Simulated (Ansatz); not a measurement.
The cell is COD entry 1534929, as deposited and not checked against the literature; nothing was relaxed. The listed cell was then made from it by scaling, straining or moving an atom.

Hf: DFT, PBEsol, all-electron LAPW, scalar-relativistic (Ansatz 0.2.0). What sets it apart from a plain run of this crystal: zz strain of +2 %.

Command: `ansatz run input.yaml --threads 1 --pin off --max-ram 3072MiB --backend cpu --events-out ev --progress --plain --runs-dir out` The run took 29 s on 1 thread of Intel(R) Xeon(R) 6975P-C (Granite Rapids), on a shared host, peak memory 0.69 GiB.

```yaml
crystal:
  lattice:
    - [0.0, 2.22, 2.2644]
    - [2.22, 0.0, 2.2644]
    - [2.22, 2.22, 0.0]
  atoms:
    - { symbol: Hf, position: [0.0, 0.0, 0.0] }
kpoints:
  mp_grid: { grid: [16, 16, 16] }
  band_path:
    path:
      - [0.0, 0.0, 0.0]
      - [0.0, 0.5, 0.5]
      - [0.25, 0.75, 0.5]
      - [0.0, 0.5, 0.0]
      - [0.0, 0.0, 0.0]
      - [0.5, 0.5, 0.0]
      - [0.3701460977, 0.6298539023, 0.0]
      - [-0.3701460977, 0.3701460977, 0.0]
      - [0.0, 0.0, 0.0]
    npoints: 5
scf:
  occupations: { method: fermi_dirac, width: 0.03 }
hamiltonian:
  xc: pbesol
  pseudopotentials: { kind: all_electron, lapw: { basis_error: 0.00025 } }
output:
  forces: true
  stress: true
  eigenvalues: true
```

Output (standing set-up lines are left out):

```
LAPW: plane waves up to 8.040 Å⁻¹, error target 2.5e-4 eV per atom; small_component_spin mean_spin; Hf in spheres of 1.570 Å, 36 of its electrons in bands, Dirac shells []
Crystal: 1 atoms, lattice volume = 22.320 Å³
Basis set: ecut = 246.30346768137358 eV, 181 PW (Γ), exchange–correlation at level 2
Symmetry: 16 space group operations
Space group: I4/mmm (ITA 139), of the structure as read, at distance tolerance 2.8e-5 Å
k-points: 349 of 4096
iter 1 solved again at ethr=1.64e-4 eV; its pass at ethr=1.00e-1 eV (dr2=5.90e-2 eV) is discarded
SCF iter   1: F=—  HF=-410126.967532 eV  |F-HF|=—  |Δ(HF+E_count)|=         —  Δρ=1.91e-2  dr2=5.94e-2  ethr=1.64e-4  ⟨swp⟩=2.9  Hψ=48985  notcnv=0
preconditioner: auto → Kerker (q_TF=auto, 2.955 Å⁻¹)  [metal: Δε(μ)=0.002 eV  Ē_g=17.882 eV  σ=0.030 eV  W_gap=0.02  n_scr=14 (ndim 8)  ℏωp=38.5 eV  f_vac=0.000  D(μ)=1.78/eV (n_scr^D=14)]
SCF iter   2: F=—  HF=-410126.873955 eV  |F-HF|=—  |Δ(HF+E_count)|=   9.36e-2  Δρ=1.06e-2  dr2=2.09e-2  ethr=1.64e-4  ⟨swp⟩=2.0  Hψ=24434  notcnv=0
SCF iter   3: F=—  HF=-410126.859204 eV  |F-HF|=—  |Δ(HF+E_count)|=   1.48e-2  Δρ=7.75e-3  dr2=1.23e-2  ethr=5.82e-5  ⟨swp⟩=2.0  Hψ=23088  notcnv=0
SCF iter   4: F=—  HF=-410126.853320 eV  |F-HF|=—  |Δ(HF+E_count)|=         —  Δρ=4.25e-3  dr2=4.35e-3  ethr=3.41e-5  ⟨swp⟩=2.0  Hψ=23073  notcnv=0
the basis was enlarged: its passes take 496.0 KiB over the memory plan, 1 of 1 planned eigensolver slots
SCF iter   5: F=—  HF=-410126.853768 eV  |F-HF|=—  |Δ(HF+E_count)|=   4.48e-4  Δρ=1.20e-3  dr2=4.47e-4  ethr=1.21e-5  ⟨swp⟩=2.0  Hψ=22713  notcnv=0
iter 6 solved again at ethr=6.78e-8 eV; its pass at ethr=1.24e-6 eV (dr2=2.44e-5 eV) is discarded
SCF iter   6: F=—  HF=-410126.853810 eV  |F-HF|=—  |Δ(HF+E_count)|=   4.17e-5  Δρ=3.48e-4  dr2=2.44e-5  ethr=6.78e-8  ⟨swp⟩=2.0  Hψ=38849  notcnv=0
SCF iter   7: F=—  HF=-410126.853809 eV  |F-HF|=—  |Δ(HF+E_count)|=   1.12e-6  Δρ=7.39e-5  dr2=1.08e-6  ethr=6.77e-8  ⟨swp⟩=2.0  Hψ=23089  notcnv=0
SCF iter   8: F=-410126.853809 eV  HF=-410126.853809 eV  |F-HF|=1.47e-8  |Δ(HF+E_count)|=   8.44e-8  Δρ=9.89e-6  dr2=2.00e-8  ethr=2.99e-9  ⟨swp⟩=2.0  Hψ=23089  notcnv=0
SCF 1 converged in 8 iterations: F = -410126.853809 eV  dr2 = 2.00e-8
NSCF: frozen V_eff on 41 k-points
SCF converged after 8 iterations
Free energy (F): -410126.853809 eV
Harris-Foulkes:  -410126.853809 eV  (|F-HF|=1.47e-8)
Internal energy: -410126.848415 eV  (E = F + TS)
E sigma→0 (E₀):  -410126.851112 eV
Entropy (-TS):   -0.005394 eV (-5.394 meV/atom)
Fermi energy:    19.934846 eV
--- Per-component energies (eV) ---
  E_band       = -1767.270713
  E_kinetic    = 456300.867230
  E_xc         = -8290.502208
  E_electrostatic = -858137.213437  (all electrons and nuclei)
  E_smearing   = -0.005394  (= −TS)
  E_closure    = 0.000000  (closes the sum)
  E_atoms      = -410119.037880  (free atoms, spherical and without spin; not in F)
  Σ components = -410126.853809   (vs F -410126.853809, Δ=0.00e0)
  Basis errors (estimates in eV, not in F): energy 5.2e-5 per atom: plane waves 4.4e-5 (2.2e-5 summed), levels above the bands 2.4e-120, relativity 5.0e-9, radial functions 7.7e-6, core shells 1.7e-7; eigenvalues (radial functions only) 2.0e-7; not estimated: angular momenta, meshes, grids; target (lapw.basis_error) 2.5e-4; muffin-tin radii Hf 1.570 Å
--- Forces (eV/Å), atoms counted from 1 ---
  atom   1  Hf    -0.00000000     0.00000000     0.00000000
  max |Σ_I F_I| component: 3.94e-31 eV/Å
--- Stress (GPa, compression-positive) ---
       -3.347913       0.000000       0.000000
        0.000000      -3.347913       0.000000
        0.000000       0.000000      -3.956646
  P = ⅓ Tr σ = -3.5508 GPa (-35.508 kbar)
--- Band table (eV; the first three rows and the last of 349) ---
  k-point 0: bands = ["-180.9986", "-180.9961", "-180.9863", "-180.9839", "-180.9839", "-41.7502", "-10.0160", "-10.0156", "-10.0156", "8.2748", "8.2947", "8.2959", "8.2959", "8.3687", "8.3700", "8.3700", "12.7175", "21.1612", "21.3928", "21.3928", "23.9313", "24.2706"]
  k-point 1: bands = ["-180.9986", "-180.9961", "-180.9863", "-180.9839", "-180.9839", "-41.7479", "-10.0492", "-10.0206", "-10.0194", "8.2768", "8.2949", "8.2967", "8.2975", "8.3664", "8.3672", "8.3698", "12.8548", "21.1217", "21.3610", "21.4608", "23.8661", "24.1917"]
  k-point 2: bands = ["-180.9986", "-180.9961", "-180.9863", "-180.9839", "-180.9839", "-41.7410", "-10.1436", "-10.0339", "-10.0302", "8.2817", "8.2945", "8.3009", "8.3019", "8.3589", "8.3593", "8.3700", "13.2521", "20.8193", "21.4760", "21.6326", "23.7384", "24.0202"]
  k-point 348: bands = ["-180.9986", "-180.9961", "-180.9863", "-180.9839", "-180.9839", "-41.6698", "-10.7836", "-10.2950", "-10.2950", "8.3008", "8.3168", "8.3168", "8.3244", "8.3319", "8.3319", "8.3537", "16.6298", "17.8195", "22.2778", "26.2682", "26.8715", "26.8715"]
```
